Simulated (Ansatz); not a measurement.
**ZrCu5: do energies and stresses tell the same story?**

All numbers below come from DFT r2SCAN, scalar-relativistic, plane waves, PAW (Ansatz).

Cutoff 500 eV; k points 10×10×10 on the computed 6-atom cell (Γ-centred); Gaussian smearing, width 0.10 eV; no spin polarisation.

Relaxed cell: F-43m, a = 6.825 Å, b = 6.825 Å, c = 6.825 Å, α = 90.00°, β = 90.00°, γ = 90.00°, 6 atoms in the primitive cell. Whether it is the stable form of this composition wasn't checked.

Energies at zero smearing and pressures from the stress tensor, at volumes with shape and atoms relaxed:
```json
{"V (Å³/atom)": "12.450", "E − E(first) (meV/atom)": "0.00", "P (GPa)": "11.08"}
{"V (Å³/atom)": "12.848", "E − E(first) (meV/atom)": "-19.81", "P (GPa)": "5.06"}
{"V (Å³/atom)": "13.245", "E − E(first) (meV/atom)": "-25.88", "P (GPa)": "-0.01"}
{"V (Å³/atom)": "13.642", "E − E(first) (meV/atom)": "-20.38", "P (GPa)": "-4.29"}
{"V (Å³/atom)": "14.040", "E − E(first) (meV/atom)": "-5.14", "P (GPa)": "-7.88"}
```

Question: Check P = −dE/dV between neighbouring volumes, and get the bulk modulus from the pressures alone.

Answer: With 1 eV/Å³ = 160.2 GPa:
```csv
middle V (Å³/atom),−ΔE/ΔV (GPa),mean P (GPa)
12.649,7.986,8.069
13.046,2.449,2.523
13.444,-2.219,-2.150
13.841,-6.143,-6.083
```

The two differ by 0.08 GPa at most. The mean of two end pressures misses the average over a step by about ΔV² P″/12, up to 0.09 GPa here; with that taken off 0.01 GPa remains. Around V = 13.245 Å³/atom, the two neighbours give B = −V ΔP/ΔV = 13.245 × 9.35 / 0.795 = 155.8 GPa, against B0 = 155.2 GPa from the Birch–Murnaghan fit of the energies.

Cost: 6 runs of about 15 core-minutes in all, on Intel Xeon Platinum 8259CL (Skylake/Cascade Lake) (shared hosts).